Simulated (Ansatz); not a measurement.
**Calculated field gradients at the nuclei for CsCa2Ta3O10**

The cell is a computed structure from the Materials Project (it need not be an observed phase), atoms as given.

Space group P4/mmm (No. 123); a = 3.9506, c = 15.5136 Å.

| site | Wyckoff | site symmetry | x | y | z |
| --- | --- | --- | --- | --- | --- |
| Cs | 1d | 4/mmm | 0.5000 | 0.5000 | 0.5000 |
| Ca | 2h | 4mm | 0.5000 | 0.5000 | 0.8519 |
| Ta4 | 1a | 4/mmm | 0.0000 | 0.0000 | 0.0000 |
| Ta5 | 2g | 4mm | 0.0000 | 0.0000 | 0.2754 |
| O7 | 2g | 4mm | 0.0000 | 0.0000 | 0.6086 |
| O9 | 4i | 2mm. | 0.5000 | 0.0000 | 0.7512 |
| O13 | 2f | mmm. | 0.0000 | 0.5000 | 0.0000 |
| O15 | 2g | 4mm | 0.0000 | 0.0000 | 0.1270 |

One atom of each set is listed.

All values are calculated (Ansatz; DFT, PBE, plane waves and PAW, with spin–orbit coupling, 420 eV cutoff, Γ-centred 5×5×2 k-points, Fermi–Dirac smearing 0.02 eV), not measured.

C_Q = eQV_zz/h, which is 24.18 MHz for Q = 1 b and V_zz = 10²¹ V/m²; η = (V_xx − V_yy)/V_zz. ν_Q = 3|C_Q|/[2I(2I − 1)].

¹³³Cs: I = 7/2, Q = -3.430 mb; 43Ca: I = 7/2, Q = -40.80 mb; 181Ta: I = 7/2, Q = 3170 mb; O-17: I = 5/2, Q = -25.58 mb. Q values from Pyykkö, Mol. Phys. 116, 1328 (2018).

Q: Give the quadrupolar parameters of the distinct sites.

A: 

```
site  atoms                                           first shell  C_Q (MHz)     η  ν_Q (MHz)
  Cs      1                                         8 O at 3.26 Å     -0.068  0.00      0.005
  Ca      2                                   12 O at 2.52–3.03 Å      -1.03  0.00      0.073
 Ta4      1                                    6 O at 1.97–1.98 Å       -866  0.00       61.8
 Ta5      2                                    6 O at 1.80–2.30 Å       -889  0.00       63.5
  O7      2                   1 Ta at 1.80 Å; also 4 Cs at 3.26 Å       2.44  0.00      0.366
  O9      4       2 Ta at 2.02 Å, angle 156°; also 2 Ca at 2.52 Å       2.04  0.98      0.307
 O13      2       2 Ta at 1.98 Å, angle 180°; also 4 Ca at 3.03 Å      0.711  0.42      0.107
 O15      2  2 Ta at 1.97–2.30 Å, angle 180°; also 4 Ca at 2.81 Å      0.010  0.00      0.001
```

An axis of threefold or higher order runs through Cs, Ca, Ta4, Ta5, O7 and O15, so V_zz lies along it and η is zero.

The largest force is 0.4 eV/Å, so the atoms aren't at the calculated equilibrium and relaxing them would move these values. With these PAW files V_zz is typically within 2 to 3 % of all-electron values, but misses above 10 % occur on Ta. Where η is near 1 the sign of V_zz means little.
